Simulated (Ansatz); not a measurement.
Relaxed candidate structures of I:

A. R-3m, hexagonal axes (No. 166), hR1; a = 4.3447 Å, b = 4.3447 Å, c = 6.9850 Å, α = 90.00°, β = 90.00°, γ = 120.00°; I 3b (0.000, 0.000, 0.500)

B. Fmmm (No. 69), oF8; a = 4.4944 Å, b = 4.5705 Å, c = 16.0272 Å, α = β = γ = 90.00°; I 8i (0.000, 0.000, 0.134)

C. P6₃/mmc (No. 194), hP4; a = b = 5.500 Å, c = 7.910 Å, α = β = 90.00°, γ = 120.00°; I 2b (0.000, 0.000, 0.250); I 2c (0.333, 0.667, 0.250)

D. Fmmm (No. 69), oF4; a = 4.5272 Å, b = 4.5369 Å, c = 7.4218 Å, α = β = γ = 90.00°; close to I4/mmm at 0.1 Å; I 4a (0.000, 0.000, 0.000)

Problem. Rank these by energy per atom (lowest first), as r2SCAN+rVV10 (plane waves to 500 eV, PAW, scalar-relativistic; Ansatz, a first-principles code) gives it.

Solution. D (reference, the lowest of the structures calculated here), B (+0.04 eV/atom), A (+0.26 eV/atom), C (+0.34 eV/atom)

2 runs with a doubtful electronic state, a coarser numerical grid, an end not at rest or a source that can't be used are left out; one of them points to a structure below all those listed. Each run could gain symmetry but not lose that of its start, so entries can be saddle points. Known forms of I include space group No. 64. That form is not among the structures calculated here. All of these are generated cells (placed on structure types, drawn at random, substituted or restacked) that were not matched to a known phase here. Static energies at zero pressure. The runs use different k-meshes, so differences are rounded accordingly. No spin polarisation in the result.
